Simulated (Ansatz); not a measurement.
NaCl:
```
NaCl
1.0
    3.85714     0.00000     0.00000
   -1.92857     3.34038     0.00000
    0.00000     0.00000     6.98530
Na Cl
2 2
Direct
  0.66667   0.33333   0.25000
  0.33333   0.66667   0.75000
  0.00000   0.00000   0.00000
  0.00000   0.00000   0.50000
```

Cartesian axes are those of the cell as given.

**Question.** Give the high-frequency dielectric tensor and the Born effective charge tensors of the independent atoms from DFPT, the program Ansatz at the PBEsol level (PAW).

**Answer.** 
ε∞:
```
2.53  0.00  0.00
0.00  2.53  0.00
0.00  0.00  2.59
```
Z* of atom 1 (Na), rows: field, columns: displacement, in e:
```
1.08  0.00  0.00
0.00  1.08  0.00
0.00  0.00  1.16
```
Z* of atom 3 (Cl), rows: field, columns: displacement, in e:
```
-1.08   0.00   0.00
 0.00  -1.08   0.00
 0.00   0.00  -1.16
```

Space group P6_3/mmc (NiAs type). The first step of the workflow began from a Materials Project structure, measured or hypothetical; the Crystallography Open Database copy checked does not list it. It is not the phase usual at ambient conditions (space group No. 225). The cell was relaxed with PBEsol under the symmetry of its start; whether a distortion lowers the energy is not shown.

Potentials: the later of the program's two PAW sets.
